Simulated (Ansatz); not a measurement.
Mg (diamond, Fd-3m), a = 6.8457 Å, b = 6.8457 Å, c = 6.8457 Å, α = 90.00°, β = 90.00°, γ = 90.00°; the cell used has 2 atoms.

Relaxed with r²SCAN.

**Question.** Tabulate the valence density and the electron localisation function along the shortest Mg–Mg contact (2.96 Å), DFT-r²SCAN in the program Ansatz with PAW potentials.

**Answer.** 

| distance from Mg (Å) | density (e/Å³) | ELF |
|---|---|---|
| 0.30 | 16.60 | 0.23 |
| 0.44 | 7.12 | 0.35 |
| 0.59 | 1.82 | 0.33 |
| 0.74 | 0.33 | 0.14 |
| 0.89 | 0.17 | 0.06 |
| 1.04 | 0.13 | 0.14 |
| 1.19 | 0.12 | 0.51 |
| 1.33 | 0.12 | 0.77 |
| 1.48 | 0.12 | 0.83 |
| 1.63 | 0.12 | 0.77 |
| 1.78 | 0.12 | 0.51 |
| 1.93 | 0.13 | 0.14 |
| 2.08 | 0.17 | 0.06 |
| 2.22 | 0.33 | 0.14 |
| 2.37 | 1.82 | 0.33 |
| 2.52 | 7.12 | 0.35 |
| 2.67 | 16.60 | 0.23 |

The density is the valence pseudo-density with augmentation charge, so density and ELF within about 1 Å of a nucleus are not all-electron values.

The start of the workflow was typed in or built on a structure type; neither database checked (COD, Materials Project) lists it. It is not the phase usual at ambient conditions (space group No. 194). The r²SCAN relaxation kept the symmetry of its start. At this level the phase is mechanically unstable.

Potentials: the earlier of the program's two PAW sets.
